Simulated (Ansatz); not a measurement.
ScOF:
```xyz
12
Lattice="5.1681 0.0000 0.0000 0.0000 5.1461 0.0000 -0.8930 0.0000 5.1596" Properties=species:S:1:pos:R:3 pbc="T T T"
Sc     3.3186     2.4316     1.4843
Sc     0.9565     2.7145     3.6753
Sc     1.4030     5.0047     1.0955
Sc     2.8721     0.1415     4.0641
O      2.8012     3.8401     0.0636
O      1.4739     1.3060     5.0960
O      1.9204     1.2671     2.5162
O      2.3547     3.8791     2.6434
F      4.2816     1.6845     3.4024
F     -0.0066     3.4617     1.7573
F     -0.4531     4.2576     4.3371
F      4.7281     0.8886     0.8225
```

Relaxed with r²SCAN. Independent-particle spectrum: no excitons, no local fields, no scissors shift; 0.1 eV broadening; ε₁ of the summed bands alone.

Problem. Tabulate the dielectric function from r²SCAN (plane waves, PAW; program Ansatz).

Solution. 

| E (eV) | ε₁ xx | ε₂ xx | ε₁ yy | ε₂ yy | ε₁ zz | ε₂ zz |
|---|---|---|---|---|---|---|
| 0.0 | 3.05 | 0.00 | 3.50 | 0.00 | 3.42 | 0.00 |
| 0.4 | 3.05 | 0.00 | 3.51 | 0.00 | 3.42 | 0.00 |
| 0.8 | 3.06 | 0.00 | 3.53 | 0.00 | 3.44 | 0.00 |
| 1.2 | 3.08 | 0.00 | 3.56 | 0.00 | 3.47 | 0.00 |
| 1.6 | 3.11 | 0.00 | 3.60 | 0.00 | 3.51 | 0.00 |
| 2.0 | 3.14 | 0.00 | 3.66 | 0.00 | 3.56 | 0.00 |
| 2.4 | 3.19 | 0.00 | 3.74 | 0.00 | 3.64 | 0.00 |
| 2.8 | 3.24 | 0.00 | 3.84 | 0.00 | 3.73 | 0.00 |
| 3.2 | 3.31 | 0.00 | 3.97 | 0.00 | 3.85 | 0.00 |
| 3.6 | 3.40 | 0.00 | 4.14 | 0.00 | 4.01 | 0.00 |
| 4.0 | 3.51 | 0.00 | 4.37 | 0.00 | 4.22 | 0.00 |
| 4.4 | 3.65 | 0.00 | 4.69 | 0.00 | 4.53 | 0.00 |
| 4.8 | 3.84 | 0.00 | 5.21 | 0.00 | 5.04 | 0.00 |
| 5.2 | 4.12 | 0.02 | 6.49 | 0.04 | 6.66 | 0.94 |
| 5.6 | 4.40 | 0.08 | 6.16 | 3.01 | 5.44 | 1.15 |
| 6.0 | 4.90 | 0.17 | 5.80 | 2.75 | 5.76 | 2.12 |
| 6.4 | 5.72 | 0.64 | 6.03 | 4.25 | 6.47 | 3.20 |
| 6.8 | 6.34 | 1.68 | 4.81 | 4.59 | 4.75 | 4.14 |
| 7.2 | 6.60 | 2.78 | 4.33 | 4.49 | 5.24 | 4.36 |
| 7.6 | 4.95 | 5.28 | 3.13 | 5.57 | 4.00 | 6.28 |
| 8.0 | 4.14 | 3.98 | 2.95 | 4.81 | 3.37 | 4.62 |
| 8.4 | 4.09 | 4.95 | 3.20 | 5.08 | 3.33 | 6.27 |
| 8.8 | 1.95 | 6.39 | 1.55 | 6.39 | 0.69 | 7.06 |
| 9.2 | 1.15 | 5.59 | -0.19 | 6.04 | -0.54 | 5.30 |
| 9.6 | 0.36 | 4.38 | -0.92 | 4.82 | -0.75 | 5.00 |
| 10.0 | 0.32 | 3.79 | -1.75 | 3.92 | -1.53 | 3.68 |
| 10.4 | 0.27 | 4.03 | -1.70 | 2.67 | -1.41 | 2.56 |
| 10.8 | -1.11 | 3.47 | -1.45 | 1.94 | -1.56 | 1.97 |
| 11.2 | -0.86 | 2.72 | -0.70 | 1.39 | -1.07 | 1.68 |
| 11.6 | -0.83 | 2.02 | -0.51 | 1.38 | -0.77 | 1.10 |
| 12.0 | -0.71 | 1.55 | -0.51 | 1.13 | -0.52 | 0.97 |

Problem. From ε at 6.1 eV (xx: 5.08 + 0.21i), find n, k, the normal reflectivity and the absorption coefficient.

Solution. n = 2.25, k = 0.047, R = 15 %, α = 2kE/ħc = 29000 cm⁻¹.

With all bands, ε∞ without local fields is 3.32 (xx), 3.78 (yy), 3.70 (zz). DFPT, with local fields, gives 3.10 (xx), 3.76 (yy), 3.67 (zz).

Space group P2_1/c. The workflow started from a Materials Project entry (that database holds measured and hypothetical structures alike); the Crystallography Open Database copy checked does not list it. Whether it is the stable phase at ambient conditions was not checked. The r²SCAN relaxation kept the symmetry of its start; of distortions, only those at the zone centre were tested. No spin polarisation was allowed.

Potentials: the later of the program's two PAW sets.
